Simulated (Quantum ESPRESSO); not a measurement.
# ZnAl3ON3: convergence and cost over cutoff and k mesh

Computed values, not a measurement. The program is pw.x of Quantum ESPRESSO 7.5 (plane-wave density functional theory). The cell is made up: 8 atoms on a wurtzite lattice, with randomly drawn elements, strain and displacements, not relaxed. PseudoDojo standard norm-conserving files (v0.5 for PBE, v0.4.1 for LDA and PBEsol) set the functional; there is no spin polarisation, spin-orbit coupling or dispersion term, and the masses in the input are unused placeholders.

Input of the run in row 4:

```
&control calculation='scf', pseudo_dir='./dojo.nc.sr.pbe.v0_5.standard.upf', outdir='./o', disk_io='medium', tprnfor=.true., tstress=.true. /
&system ibrav=0, nat=8, ntyp=4, nbnd=31, ecutwfc=84.00895049, nosym=.true., tot_charge=0,
 occupations='smearing', smearing='fd', degauss=0.0018374661
/
&electrons conv_thr=7.350e-09, electron_maxstep=60, /
ATOMIC_SPECIES
Al 1.0 Al.upf
N 1.0 N.upf
O 1.0 O.upf
Zn 1.0 Zn.upf
CELL_PARAMETERS angstrom
3.1364 0.0303 -0.0074
0.0524 5.3648 0.0328
-0.012 0.0309 5.0892
ATOMIC_POSITIONS angstrom
Zn 0.0412 0.06 0.0379
Al 1.4989 2.6871 0.0665
Al 1.5695 0.8769 2.6417
Al 0.1232 3.5092 2.3575
O 0.0118 -0.0172 1.9219
N 1.5692 2.6955 1.9322
N 1.6935 0.8655 4.4438
N -0.0415 3.7694 4.5854
K_POINTS automatic
6 4 4 1 1 1
```

The same cell was run at these settings. Meshes are shifted by half a step, and differences are from the last row, which is itself not exact.

```
cutoff (eV)     k mesh  k points solved  threshold (eV)  free energy less the last row's (eV)  pressure (GPa)  largest stress difference (GPa)  largest force difference (eV/Å)  iterations  wall time (s)  k-point pools              processor
        800  2 x 2 x 2                4           1e-04                                 1.033          -17.15                            32.32                            0.275           8             20              1  AMD EPYC, Zen 5 class
       1143  2 x 2 x 2                4           1e-07                                -0.615           10.18                             4.72                            0.274          12             50              1  AMD EPYC, Zen 5 class
        584  6 x 4 x 4               48           1e-07                                32.250         -255.91                           266.95                            0.276          12            120              1  AMD EPYC, Zen 5 class
       1143  6 x 4 x 4               48           1e-07                                 0.001           10.66                             0.02                            0.001          12            272              1  AMD EPYC, Zen 5 class
       1437  8 x 6 x 6              144           1e-07                                 0.000           10.65                             0.00                            0.000          12            773              1  AMD EPYC, Zen 5 class
```

Each pool is one process. Wall times include start-up and a band step at six k points, which weighs most on the coarsest meshes. The runs were on shared virtual cores whose load varied, so times are rough.